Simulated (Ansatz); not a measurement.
A relaxation computed with Ansatz, from input to last step.

```yaml
crystal:
  lattice:
    - [5.134184496, 0.0, 0.0]
    - [-2.567092248, 4.4463342013, 0.0]
    - [0.0, 0.0, 3.3766619741]
  atoms:
    - { symbol: Sr, position: [0.0, 0.0, 0.0] }
    - { symbol: Re, position: [0.4870935306, 0.0, 0.0] }
    - { symbol: Re, position: [0.0, 0.4870935306, 0.0] }
    - { symbol: Re, position: [0.5129064694, 0.5129064694, 0.0] }
basis:
  ecutwfc: 420
kpoints:
  mp_grid: { grid: [6, 6, 6] }
hamiltonian:
  xc: pbe
scf:
  occupations: { method: gaussian, width: 0.1 }
  lower_state_search: "off"
output:
  forces: true
  stress: true
  eigenvalues: true
relax:
  adjacent_minimum: "off"
  f_tol: 0.04
  max_steps: 70
  cell: { stress_tol: 0.4 }
```

```bash
ansatz run input.yaml --threads 1 --pin off --max-ram 2560MiB --backend cpu --events-out ev --progress --plain --runs-dir out
```

Computed with DFT PBE, scalar-relativistic, plane waves, PAW in Ansatz.

Of 13 frames 9 are shown, positions in Å and forces in eV/Å; the SCF threshold varies from step to step. Steps run on the plane waves of an earlier cell, with a Pulay correction in the pressure. The basis is chosen afresh for the last frame, the zero of the energies, and at times for earlier ones too; energy and pressure step there, also at an unchanged geometry. Here that happened at step 11 (-8 meV/atom, 0.7 GPa); the frames before carry an error of that size. The mark taken_back stands on steps that the optimiser undid.

```xyz
4
Lattice="5.1342 0.0000 0.0000 -2.5671 4.4463 0.0000 0.0000 0.0000 3.3767" Properties=species:S:1:pos:R:3:forces:R:3 pbc="T T T" step=1 free_energy_over_end_meV_per_atom=1043.19 pressure_GPa=22.14
Sr    0.0000    0.0000    0.0000    0.0000    0.0000    0.0000
Re    2.5008    0.0000    0.0000    0.0483    0.0000    0.0000
Re   -1.2504    2.1658    0.0000   -0.0242    0.0418    0.0000
Re    1.3167    2.2806    0.0000   -0.0242   -0.0418    0.0000
4
Lattice="5.3845 0.0000 0.0000 -2.6922 4.6631 0.0000 0.0000 0.0000 3.2420" Properties=species:S:1:pos:R:3:forces:R:3 pbc="T T T" step=2 free_energy_over_end_meV_per_atom=622.52 pressure_GPa=2.31
Sr    0.0000    0.0000    0.0000    0.0000    0.0000    0.0000
Re    2.6149    0.0000    0.0000    0.4337    0.0000    0.0000
Re   -1.3075    2.2646    0.0000   -0.2169    0.3756    0.0000
Re    1.3848    2.3985    0.0000   -0.2169   -0.3756    0.0000
4
Lattice="5.5258 0.0000 0.0000 -2.7629 4.7854 0.0000 0.0000 0.0000 2.9154" Properties=species:S:1:pos:R:3:forces:R:3 pbc="T T T" step=4 free_energy_over_end_meV_per_atom=333.86 pressure_GPa=0.44
Sr    0.0000    0.0000    0.0000    0.0000    0.0000    0.0000
Re    2.7356    0.0000    0.0000    0.2026    0.0000    0.0000
Re   -1.3678    2.3691    0.0000   -0.1013    0.1755    0.0000
Re    1.3951    2.4164    0.0000   -0.1013   -0.1755    0.0000
4
Lattice="5.6059 0.0000 0.0000 -2.8029 4.8548 0.0000 0.0000 0.0000 2.7520" Properties=species:S:1:pos:R:3:forces:R:3 pbc="T T T" step=5 free_energy_over_end_meV_per_atom=195.62 pressure_GPa=1.30
Sr    0.0000    0.0000    0.0000    0.0000    0.0000    0.0000
Re    2.7964    0.0000    0.0000    0.0465    0.0000    0.0000
Re   -1.3982    2.4218    0.0000   -0.0232    0.0402    0.0000
Re    1.4047    2.4331    0.0000   -0.0232   -0.0402    0.0000
4
Lattice="5.6889 0.0000 0.0000 -2.8445 4.9267 0.0000 0.0000 0.0000 2.5888" Properties=species:S:1:pos:R:3:forces:R:3 pbc="T T T" step=6 free_energy_over_end_meV_per_atom=53.64 pressure_GPa=4.89
Sr    0.0000    0.0000    0.0000    0.0000    0.0000    0.0000
Re    2.8503    0.0000    0.0000   -0.0485    0.0000    0.0000
Re   -1.4251    2.4684    0.0000    0.0242   -0.0420    0.0000
Re    1.4193    2.4583    0.0000    0.0242    0.0420    0.0000
4
Lattice="5.8144 0.0000 0.0000 -2.9072 5.0355 0.0000 0.0000 0.0000 2.5078" Properties=species:S:1:pos:R:3:forces:R:3 pbc="T T T" step=8 free_energy_over_end_meV_per_atom=10.51 pressure_GPa=2.92
Sr    0.0000    0.0000    0.0000    0.0000    0.0000    0.0000
Re    2.9080    0.0000    0.0000   -0.0068    0.0000    0.0000
Re   -1.4540    2.5184    0.0000    0.0034   -0.0059    0.0000
Re    1.4532    2.5171    0.0000    0.0034    0.0059    0.0000
4
Lattice="5.8691 0.0000 0.0000 -2.9345 5.0828 0.0000 0.0000 0.0000 2.5509" Properties=species:S:1:pos:R:3:forces:R:3 pbc="T T T" step=9 free_energy_over_end_meV_per_atom=12.30 pressure_GPa=-3.36 taken_back
Sr    0.0000    0.0000    0.0000    0.0000    0.0000    0.0000
Re    2.9326    0.0000    0.0000    0.0170    0.0000    0.0000
Re   -1.4663    2.5397    0.0000   -0.0085    0.0147    0.0000
Re    1.4682    2.5431    0.0000   -0.0085   -0.0147    0.0000
4
Lattice="5.8433 0.0000 0.0000 -2.9217 5.0605 0.0000 0.0000 0.0000 2.5251" Properties=species:S:1:pos:R:3:forces:R:3 pbc="T T T" step=10 free_energy_over_end_meV_per_atom=7.84 pressure_GPa=-0.12
Sr    0.0000    0.0000    0.0000    0.0000    0.0000    0.0000
Re    2.9213    0.0000    0.0000    0.0032    0.0000    0.0000
Re   -1.4606    2.5299    0.0000   -0.0016    0.0028    0.0000
Re    1.4610    2.5305    0.0000   -0.0016   -0.0028    0.0000
4
Lattice="5.8519 0.0000 0.0000 -2.9260 5.0679 0.0000 0.0000 0.0000 2.5262" Properties=species:S:1:pos:R:3:forces:R:3 pbc="T T T" step=13 free_energy_over_end_meV_per_atom=0.00 pressure_GPa=0.04
Sr    0.0000    0.0000    0.0000    0.0000    0.0000    0.0000
Re    2.9260    0.0000    0.0000    0.0001    0.0000    0.0000
Re   -1.4630    2.5340    0.0000    0.0000    0.0001    0.0000
Re    1.4630    2.5340    0.0000    0.0000   -0.0001    0.0000
```

The start is a random arrangement. At the end the space group is P6/mmm (tolerance 0.05 Å).

It took 77 s on 1 thread of Intel(R) Xeon(R) 6975P-C (Granite Rapids), with other jobs on the host, peak memory 0.38 GiB.

The k mesh is coarse. Spin–orbit coupling is left out, which can shift energies with elements as heavy as these.